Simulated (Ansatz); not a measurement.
HPbNO4: changing the functional

```
H Pb N O
1.0
     4.27531   -0.00040    0.00636
    -2.08399    5.20775   -0.04907
    -2.12377   -1.86574    4.91491
H Pb N O
1 1 1 4
Direct
  0.99073 0.03330 0.90994
  0.50274 0.81989 0.14287
  0.00838 0.47408 0.50265
  0.99816 0.92741 0.02877
  0.19467 0.73435 0.60852
  0.81673 0.35882 0.24556
  0.01381 0.33121 0.65217
```

The cell comes from a database or a generator and needn't be the stable form of this composition.

Kept alike: task single point; k mesh 4 × 3 × 3; occupations fermi-dirac, width 0.05 eV; no spin polarisation. Program: Ansatz, Ansatz PAW. Cutoffs run from 420 to 500 eV. The mesh is that of the run's cell of 7 atoms. No spin-orbit coupling.

| functional | pressure (GPa) |
| --- | --- |
| B3LYP | -1.88 |
| PBE0 | -3.99 |
| r2SCANh | -4.19 |

The k mesh is coarse, so the values aren't converged. Pressure is positive in compression, with a Pulay correction for the finite cutoff. All rows use potentials made for PBE.

What does the functional change here?

The pressure runs from -4.19 (r2SCANh) to -1.88 GPa (B3LYP). A positive pressure means that the functional's own cell is larger than the one given, a negative one that it is smaller.
